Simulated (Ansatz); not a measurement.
CoSi₂:
```xyz
3
Lattice="0.0000 2.6575 2.6575 2.6575 0.0000 2.6575 2.6575 2.6575 0.0000" Properties=species:S:1:pos:R:3 pbc="T T T"
Co     0.0000     0.0000     0.0000
Si     1.3287     1.3287     1.3287
Si     3.9862     3.9862     3.9862
```

Relaxed with r²SCAN.

**Question.** Map the electron localisation function on the plane through (0.000, 0.000, 0.000) spanned by u = [1, 0, 0] and v = [-1, 1, 1] in lattice vectors, from DFT-r²SCAN in the program Ansatz with PAW potentials.

**Answer.** x is the fraction of u, y of v (the angle between them is 90°; rows are the nearest grid lines); atoms in the plane: Co at (0.00, 0.00), Si at (0.50, 0.25), Si at (0.50, 0.75).
```
|@@%-.:=+****+=:.-%@@|
|@@#-.:=******=:.-#@@|
|%#=:.-+##**##+-.:=#%|
|::.:=*#*=--=*#*=:.::|
|..:-+##+:..:+##+-:..|
|::-=*#*-:--:-*#*=-::|
|::-=+*=:.==.:=*+=-::|
|::-===-..::..-===-::|
|..::---::::::---::..|
|    .:=+****+=:.    |
|    .:=+****+=:.    |
|    .:-+****+-:.    |
|    .:-+****+-:.    |
|    .:=+****+=:.    |
|    .:=+****+=:.    |
|..::---::::::---::..|
|::-===-..::..-===-::|
|::-=+*=:.==.:=*+=-::|
|::-=*#*-:--:-*#*=-::|
|..:-+##+:..:+##+-:..|
|::.:=*#*=--=*#*=:.::|
|%#=:.-+##**##+-.:=#%|
|@@#-.:=******=:.-#@@|
|@@%-.:=+****+=:.-%@@|
```
Scale: ten equal steps from 0.011 (start of ' ') to 0.988 (end of '@'), in the order ' .:-=+*#%@'; x runs from 0.000 to 1.00, y from 0.000 (bottom) to 1.00 (top).

The density is the valence pseudo-density with augmentation charge, so density and ELF within about 1 Å of a nucleus are not all-electron values.

Space group Fm-3m (fluorite or antifluorite type). The r²SCAN relaxation kept the symmetry of its start; of distortions, only those at the zone centre were tested. The workflow began spin-polarised and lost its moments.

Potentials: the later of the program's two PAW sets.
